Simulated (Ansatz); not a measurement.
Property card for LaN

LaN (zinc blende, F-43m), a = 5.6130 Å, b = 5.6130 Å, c = 5.6130 Å, α = 90.00°, β = 90.00°, γ = 90.00°; the cell used has 2 atoms.

Space group F-43m (No. 216), zinc blende; conventional cell a = b = c = 5.6130 Å, α = β = γ = 90.00°.

Method: PBE (plane waves, PAW; program Ansatz). Structure relaxed to zero pressure with the same functional. Other levels are named where they apply.

**Cell and energy**

| Property | Value |
|---|---|
| Volume per atom | 22.11 Å³ |
| Density | 5.74 g/cm³ |
| Formation energy from the elements (no fitted shifts) | -1.22 eV/atom |

**Electronic structure**

| Quantity | Result |
|---|---|
| Band gap | 1.17 eV (indirect) |
| Valence-band maximum | at X |
| Conduction-band minimum | at Γ |
| Smallest direct gap on the standard path | 2.25 eV |
| Electron effective mass | 0.40 mₑ (isotropic) |
| Electron effective mass with spin–orbit coupling | 0.40 mₑ (isotropic) |
| Hole effective mass with spin–orbit coupling | 0.73, 1.1, 1.1 mₑ (principal values) |
| Gap with spin–orbit coupling | 1.09 eV |

**Mechanics**

| Property | Value |
|---|---|
| Bulk modulus (Birch–Murnaghan fit) | 86.1 GPa |
| Pressure derivative B′ | 3.6 |

The start of the workflow was typed in or built on a structure type; neither database checked (COD, Materials Project) lists it. COD files the formula under space group No. 225. Whether it is the stable phase at ambient conditions was not checked. Symmetry was held in the PBE relaxation; whether a distortion lowers the energy is not shown. The references are the lowest solids computed at this level, not always the standard phases (solids in place of the gases). Scalar-relativistic: spin–orbit coupling is off unless named, which matters more the heavier the elements.

Potentials: the earlier of the program's two PAW sets.
